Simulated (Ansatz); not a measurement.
HfN:
```
HfN
1.0
    3.10294     0.00000     0.00000
   -1.55147     2.68722     0.00000
    0.00000     0.00000     5.35134
Hf N
2 2
Direct
  0.66667   0.33333   0.75000
  0.33333   0.66667   0.25000
  0.00000   0.00000   0.00000
  0.00000   0.00000   0.50000
```

Relaxed with LDA. Special points in fractions of this cell's reciprocal vectors: Γ (0.000, 0.000, 0.000); M (0.500, 0.000, 0.000); K (0.333, 0.333, 0.000); A (0.000, 0.000, 0.500); L (0.500, 0.000, 0.500); H (0.333, 0.333, 0.500).

Question: List the band energies nearest the Fermi level at these points for the program Ansatz at the LDA level (PAW).

Answer: In eV from the Fermi level; about four levels below and three above (degenerate sets whole), none deeper than 8.9 eV; points with the same levels are listed once.

```tsv
k	below	above
Γ	-3.56 -3.56 -1.61 -0.66	0.70 0.70 1.44
M	-5.61 -3.19 -2.85 -2.35	2.60 2.96 4.55
K	-6.01 -6.01 -5.94 -5.94 -3.28	0.16 0.16 4.42 4.42
A	-4.45 -4.45 -4.45 -4.45	1.94 1.94 2.98 2.98 2.98 2.98
L	-4.51 -4.51 -0.17 -0.17	4.90 4.90 4.93 4.93
H	-5.02 -5.02 -4.29 -4.29	0.58 0.58 3.10 3.10
```

Space group P6_3/mmc (NiAs type). The first step of the workflow began from a Materials Project structure, measured or hypothetical; the Crystallography Open Database copy checked does not list it. It is not the phase usual at ambient conditions (space group No. 225). The cell was relaxed with LDA under the symmetry of its start; its stability against distortions is not shown here. No spin polarisation was allowed. Spin–orbit coupling is left out wherever it is not named.

Potentials: the later of the program's two PAW sets.
